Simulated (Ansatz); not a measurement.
MgO:
```xyz
2
Lattice="0.0000 2.1272 2.1272 2.1272 0.0000 2.1272 2.1272 2.1272 0.0000" Properties=species:S:1:pos:R:3 pbc="T T T"
Mg     0.0000     0.0000     0.0000
O      2.1272     2.1272     2.1272
```

Relaxed with PBE. Special points in fractions of this cell's reciprocal vectors: Γ (0.000, 0.000, 0.000); X (0.500, 0.000, 0.500); U (0.625, 0.250, 0.625); K (0.375, 0.375, 0.750); L (0.500, 0.500, 0.500); W (0.500, 0.250, 0.750).

Question: List the band energies nearest the valence-band maximum at these points for DFT-PBE in the program Ansatz with PAW potentials.

Answer: In eV from the valence-band maximum; about four levels below and three above (degenerate sets whole), none deeper than 8.9 eV; … stands for higher levels left out; points with the same levels are listed once.

```
k              below   above
-  -----------------  ------
Γ     0.00 0.00 0.00  4.46 …
X  -3.93 -1.30 -1.30  9.11 …
U  -3.36 -2.61 -1.10  9.96 …
L  -4.47 -0.62 -0.62  7.73 …
W  -2.84 -2.84 -1.71       …
```

Space group Fm-3m (rock salt). The PBE relaxation kept the symmetry of its start.

Potentials: the earlier of the program's two PAW sets.
